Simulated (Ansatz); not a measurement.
AlRh (CsCl type, Pm-3m) at seven volumes, plane-wave PAW LDA (Ansatz code), scaled uniformly. One row is withheld.

```
V (Å³/atom)  P (GPa)
-----------  -------
11.661         26.34
12.046         16.06
12.430          7.36
12.815          0.00
13.199             ?
13.583        -11.51
13.968        -15.97
```

Task: Fit the shown pressures and predict the withheld one.

Result: Third-order Birch–Murnaghan: P = (3/2)B₀(x^(7/2) − x^(5/2))[1 + (3/4)(B′ − 4)(x − 1)] with x = (V₀/V)^(2/3). Least squares on the six rows gives V₀ = 12.815 Å³/atom, B₀ = 225.3 GPa, B′ = 4.53. At V = 13.199, x = 0.9805 and P = -6.22 GPa. The run itself gave -6.24 GPa.

The workflow started from a Materials Project entry (that database holds measured and hypothetical structures alike); the Crystallography Open Database copy checked does not list it. Whether it is the stable phase at ambient conditions was not checked. Symmetry was held in the LDA relaxation; its stability against distortions is not shown here. No spin polarisation was allowed.

Potentials: the earlier of the program's two PAW sets. The files were generated under PBE; for other functionals the program regenerates the frozen cores, and for LDA and PBEsol the local potential too.
